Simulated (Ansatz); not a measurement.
Input and command of a plane-wave DFT calculation in Ansatz:

```yaml
crystal:
  lattice:
    - [-1.5604567, 1.5604567, 1.6317466]
    - [1.5604567, -1.5604567, 1.6317466]
    - [1.5604567, 1.5604567, -1.6317466]
  atoms:
    - { symbol: Pt, position: [0.0, 0.0, 0.0] }
basis:
  ecutwfc: 500
kpoints:
  mp_grid: { grid: [22, 22, 22] }
hamiltonian:
  xc: r2scan
scf:
  occupations: { method: gaussian, width: 0.15 }
output:
  forces: true
  stress: true
  eigenvalues: true
```

```bash
ansatz run input.yaml --threads 1 --pin off --max-ram 2560MiB --backend cpu --events-out ev --progress --plain --runs-dir out
```

Processor: Intel(R) Xeon(R) Processor @ 2.50GHz (Skylake/Cascade Lake), 1 thread, on a host shared with other jobs.

Question: How long does it run, and how much memory does it take?

Answer: About 45 s on 1 thread of Intel(R) Xeon(R) Processor @ 2.50GHz (Skylake/Cascade Lake) (shared host), peak memory 0.56 GiB. It solves 13 bands at 834 k points (the mesh reduced by the symmetry that the task leaves, which can be less than the crystal's) with about 389 plane waves, in 6 SCF iterations.
